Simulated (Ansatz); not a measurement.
Data sheet: ZnInGaO4 (DFT)

ZnInGaO4:
```
ZnInGaO4
1.0
    1.65745     0.95693     8.58292
   -1.65745     0.95693     8.58292
    0.00000    -1.91385     8.58292
Zn In Ga O
1 1 1 4
Direct
  0.21869   0.21869   0.21869
  0.00294   0.00294   0.00294
  0.78714   0.78714   0.78714
  0.29509   0.29509   0.29509
  0.71124   0.71124   0.71124
  0.12117   0.12117   0.12117
  0.86373   0.86373   0.86373
```

Space group R3m (No. 160); conventional cell a = b = 3.315 Å, c = 25.749 Å, α = β = 90.00°, γ = 120.00°.

Method: plane-wave PAW PBEsol (Ansatz code). The cell and atoms are relaxed at this level. Other levels are named where they apply.

### Cell and energy

- Volume per atom: 11.67 Å³
- Density: 6.38 g/cm³
- Formation energy from the elements (no fitted shifts): -1.67 eV/atom

### Electronic structure

Band gap: 1.17 eV (direct)
Valence-band maximum: at Γ
Conduction-band minimum: at Γ
Electron effective mass: 0.18, 0.19, 0.19 mₑ (principal values)
Electron effective mass with spin–orbit coupling: 0.18, 0.19, 0.19 mₑ (principal values)
Hole effective mass, band 1 of 2 at the edge: 2.1 along x (mₑ)
Hole effective mass, band 2 of 2 at the edge: 0.40 along x (mₑ)
Hole effective mass with spin–orbit coupling: 0.68 along x (mₑ)
HSE06 gap on the PBEsol cell: 2.98 eV
Gap with spin–orbit coupling: 1.15 eV

### Mechanics

- Bulk modulus (Birch–Murnaghan fit): 171 GPa
- Pressure derivative B′: 4.5
- Elastic constants (relaxed ions, GPa): C11 = 252, C12 = 140, C13 = 125, C14 = -8.6, C33 = 259, C44 = 60.9
- Mechanical stability: stable (all eigenvalues of C positive)
- Hill bulk and shear moduli: 171 and 59.6 GPa
- Young's modulus: 160 GPa
- Poisson's ratio: 0.34
- Debye temperature from the elastic constants: 451 K
- Piezoelectric stress constants (proper, relaxed ions, C/m²): e15 = e24 = -0.22, e16 = e21 = 0.21, e22 = -0.21, e31 = e32 = -0.29, e33 = 0.66

### Dielectric response

- Electronic dielectric constant ε∞ (DFPT): 4.63 (xx = yy), 4.62 (zz)
- Static dielectric constant ε0 (ions relaxed, cell fixed): 10.2 (xx = yy), 14.2 (zz)
- Born charges (a third of the trace): Zn +2.19, In +3.20, Ga +3.04, O -2.12 to -2.08 e
- Largest static χ(2) component: 13 pm/V

### Phonons

Highest zone-centre frequency (without LO–TO term): 626 cm⁻¹
Zone-centre stability: no imaginary mode at Γ

Symmetry was held in the PBEsol relaxation. Signs of piezoelectric constants follow the polarity of the cell as given. The references are the lowest solids computed at this level, not always the standard phases (solids in place of the gases). Scalar-relativistic: spin–orbit coupling is off unless named, which matters more the heavier the elements.

Potentials: the later of the program's two PAW sets.
